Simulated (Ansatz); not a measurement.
Rb:
```yaml
crystal:
  lattice:
    - [-2.78635, 2.78635, 2.78635]
    - [2.78635, -2.78635, 2.78635]
    - [2.78635, 2.78635, -2.78635]
  atoms:
    - { symbol: Rb, position: [0.00000, 0.00000, 0.00000] }
```

Relaxed with PBEsol. Special points in fractions of this cell's reciprocal vectors: Γ (0.000, 0.000, 0.000); H (0.500, -0.500, 0.500); N (0.000, 0.000, 0.500); P (0.250, 0.250, 0.250).

### Question
List the band energies nearest the Fermi level at these points for PBEsol (plane waves, PAW; program Ansatz).

### Answer
In eV from the Fermi level; about four levels below and three above (degenerate sets whole), none deeper than 8.9 eV; points with the same levels are listed once.

```csv
k,below,above
Γ,-2.05,3.72 3.72 3.72
H,–,1.23 1.23 3.37 3.37 3.37
N,–,0.22 0.81 2.59
P,–,1.31 1.31 1.31
```

Space group Im-3m (bcc (W type)). The cell was relaxed with PBEsol under the symmetry of its start. Spin–orbit coupling is left out wherever it is not named.

Potentials: the later of the program's two PAW sets.
